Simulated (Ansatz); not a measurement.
Ga:
Space group Cmce (No. 64); a = 4.425 Å, b = 7.492 Å, c = 4.433 Å, α = 90.00°, β = 90.00°, γ = 90.00°

| atom | site | symmetry | x | y | z |
|---|---|---|---|---|---|
| Ga | 8f | m.. | 0.0000 | 0.3441 | 0.4153 |
(The calculation used a cell of 4 atoms; values per cell refer to that cell.)

Relaxed with LDA.

Q: Decompose the optical modes at the zone centre into irreducible representations, and say which are infrared and Raman allowed.

A: Point group mmm: Γ_opt = 2Ag + Au + B1g + B1u + B2g + B2u + 2B3g. Infrared: B1u, B2u. Raman: Ag, B1g, B2g, B3g.

Q: Assign frequencies (DFPT, LDA in the plane-wave PAW code Ansatz).

A: B1g 60, Ag 97, B1u 100, Au 114, B3g 158, B2u 189, B2g 193, B3g 217, Ag 242 cm⁻¹.

Subscripts of B labels follow the axes of the standard setting.

Symmetry was held in the LDA relaxation; of distortions, only those at the zone centre were tested. As this level gives no gap, phonon frequencies hold no LO–TO term and depend on the k-mesh and smearing (Fermi–Dirac, 0.1 eV here). Axis ratios of metals converge slowly with the k-mesh, so a and c are less sure than the volume.

Potentials: the earlier of the program's two PAW sets.
